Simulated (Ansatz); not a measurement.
Li7Bi: stable or not

It was reached by relaxing an invented guess, and it needn't be the stable form of this composition.

Level of theory: DFT PBE, scalar-relativistic, plane waves, PAW in Ansatz. The final run on the 8-atom cell used 420 eV, a Γ-centred 8×8×8 mesh, 0.10 eV smearing and no spin polarisation.

```
Li Bi
1.0
     0.00000    4.30275    4.30275
     4.30275    0.00000    4.30275
     4.30275    4.30275    0.00000
Li Bi
7 1
Direct
  0.50000 0.00000 0.00000
  0.00000 0.50000 0.50000
  0.00000 0.50000 0.00000
  0.50000 0.00000 0.50000
  0.00000 0.00000 0.50000
  0.50000 0.50000 0.00000
  0.50000 0.50000 0.50000
  0.00000 0.00000 0.00000
```

Formation energies are uncorrected and refer to the elements' standard structures at the same level.

Problem. These tests were run: energy against the elements; elastic tensor. What do they show?

Solution.

```tsv
test	result
energy against the elements	−0.19 eV/atom
elastic tensor	least eigenvalue 3 GPa
```

It fails none of these tests outright. Other phases of the system weren't compared here, so this isn't yet thermodynamic stability. Phonons away from Γ weren't computed. Undecided within the accuracy: elastic tensor.

These runs have no spin–orbit coupling, which can matter for Bi. The run for the elastic tensor used an 8×8×8 k mesh and Fermi–Dirac smearing of 0.15 eV.
